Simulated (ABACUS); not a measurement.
Band structure of GePd (Pnma, 8 atoms in the cell; from Materials Project mp-1424).

```
CELL_PARAMETERS angstrom
      5.78357     0.00000     0.00000
      0.00000     3.54926     0.00000
      0.00000     0.00000     6.29615
ATOMIC_POSITIONS crystal
  Ge 0.81460 0.75000 0.57781
  Ge 0.18540 0.25000 0.42219
  Ge 0.68540 0.25000 0.07781
  Ge 0.31460 0.75000 0.92219
  Pd 0.99622 0.75000 0.19099
  Pd 0.00378 0.25000 0.80901
  Pd 0.50378 0.25000 0.69099
  Pd 0.49622 0.75000 0.30901
```

Computed with PBEsol, PseudoDojo 0.4 standard norm-conserving PBEsol (tails mended) pseudopotentials (plane waves; ABACUS).

Settings: KPT = Gamma 3 4 2 0 0 0; basis_type = pw; ecutwfc = 82 Ry; smearing_method = gaussian; smearing_sigma = 0.0146997 Ry; potentials = PseudoDojo 0.4 standard norm-conserving PBEsol (tails mended); symmetry = 1; ks_solver = dav; scf_nmax = 100; scf_thr = 1.0e-09 Ry; mixing_type = pulay.

The structure comes from a collection of computed structures, made at another level of theory; the collection holds predicted forms beside known ones. No clean gap shows at this smearing width and mesh (spacing up to 0.50 Å⁻¹); the mesh is coarse for partly filled bands, so the values carry mesh errors.

Points are given in units of this cell's reciprocal vectors. Levels in eV from the Fermi level, bands 61 to 68:
```csv
point,61,62,63,64,65,66,67,68
Γ (0 0 0),-2.27,-1.51,-1.30,-0.30,0.33,0.86,3.78,3.80
X (0 -0.5 0),-2.18,-2.18,-1.24,-1.24,-0.75,-0.75,1.79,1.79
S (-0.5 -0.5 0),-1.85,-1.85,-1.85,-1.85,0.40,0.40,0.40,0.40
Y (-0.5 0 0),-2.60,-2.60,0.40,0.40,1.91,1.91,2.48,2.48
Z (0 0 -0.5),-1.84,-1.84,-0.42,-0.42,1.56,1.56,2.14,2.14
U (0 -0.5 -0.5),-2.11,-2.11,-2.10,-2.10,0.38,0.38,0.65,0.65
R (-0.5 -0.5 -0.5),-2.26,-2.26,-2.26,-2.26,2.32,2.32,2.32,2.32
T (-0.5 0 -0.5),-1.50,-1.50,0.48,0.48,2.13,2.13,2.66,2.66
```

4 bands cross the Fermi level along this path, so the cell has no gap at this level.

The Fermi level comes from the SCF mesh, which can miss band crossings, so its place against them is uncertain.

“Tails mended”: in these copies of the files the far tail of each local potential was reset to the Coulomb form.
